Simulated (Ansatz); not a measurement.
## Mg₂CrIn₃S₈ — coordination and ³³S quadrupole coupling

Cell: a Materials Project structure (computed, not necessarily an observed phase), ions relaxed with PBE at fixed cell.

Space group R-3m:H (No. 166); a = 7.5979, c = 18.4954 Å, γ = 120.00°.

```
site  Wyckoff  site symmetry       x       y       z
  Mg       6c             3m  0.0000  0.0000  0.8745
  Cr       3b            -3m  0.0000  0.0000  0.5000
  In       9e           .2/m  0.1667  0.8333  0.3333
  S7      18h             .m  0.1510  0.8490  0.5791
  S9       6c             3m  0.0000  0.0000  0.2575
```

One atom of each set is listed; the run and its k-mesh use a cell of 14 atoms with edges of 7.57, 7.57, 7.57 Å.

Method: Kohn–Sham DFT in Ansatz, r2SCAN, plane waves and PAW, scalar-relativistic, collinear spin, 500 eV cutoff, Γ-centred 5×5×5 k-points, Fermi–Dirac smearing 0.02 eV. Start moments as typed (μB): 3 on each Cr, none on the rest.

Q(³³S) = -69.40 mb.

Problem. Order the S environments from the weakest to the strongest quadrupole coupling.
A. S7: 1 Cr at 2.47 Å, 1 Mg at 2.50 Å, 2 In at 2.65 Å
B. S9: 1 Mg at 2.44 Å, 3 In at 2.60 Å

Solution. B (1.31 MHz, η = 0.00), A (2.68 MHz, η = 0.07).

An axis of threefold or higher order runs through S9, so V_zz lies along it and η is zero. Like point charges on the first shell alone (each adding as 1/d³) would put S9 above S7: the kind of neighbour, the covalent part of each bond and the atoms beyond the first shell count as well.

The program didn't check the stability of this electronic state in full, so a lower one may lie near. Without spin–orbit coupling (the program notes it for In) the gradients are little affected as a rule: paired runs on crystals with a gap mostly move them by under 2 % at such atoms. All moments are parallel here, as the start or the cell imposes; many such compounds order antiparallel, where fields and spin densities carried over to other atoms largely cancel. The magnetic order is the one that the run reached from its start moments, not necessarily the measured one.
